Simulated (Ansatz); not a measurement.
# AlRu

```yaml
crystal:
  lattice:
    - [2.99160, 0.00000, 0.00000]
    - [0.00000, 2.99160, 0.00000]
    - [0.00000, 0.00000, 2.99160]
  atoms:
    - { symbol: Al, position: [0.00000, 0.00000, 0.00000] }
    - { symbol: Ru, position: [0.50000, 0.50000, 0.50000] }
```

Atom numbers follow the list: Al1, Ru2.

The geometry is COD entry 1527371, unchecked; take it as a test cell.

Spin polarisation is left out, and whether a magnetic state lies lower isn't shown here.

Methods: DFT, PBEsol, all-electron LAPW, scalar-relativistic (Ansatz 0.2.0); DFT, PBEsol, PAW with Ansatz's default frozen-core files, scalar-relativistic (Ansatz 0.2.0).

For LAPW: a Γ-centred 12×12×12 k mesh, Fermi–Dirac smearing of 0.05 eV, basis error target 1 meV/atom, no spin polarisation. PAW takes a cutoff of 420 eV at this cell (files made with PBE, cores remade for this functional). The Ansatz runs share mesh, smearing and spin set-up. Values come from LAPW unless marked.

```yaml
Pressure_at_this_cell: -3.42 GPa
Band_gap: "none: with an odd electron count and no spin polarisation the bands can't all be full, a metal in this set-up (spin order or a larger cell could open a gap)"
Density_of_states_at_the_Fermi_level_0.2_eV_bin: 1.68 states/eV per cell
Löwdin_charges_with_0.10_e_of_the_cell_spilling_out_of_the_atomic_basis_so_their_sizes_and_signs_hang_on_that_basis: Al1 0.07, Ru2 0.03 e
Bader_charges_from_the_PAW_run: Al1 +1.92, Ru2 -1.92 e
Volume_per_atom: 13.39 Å³
```
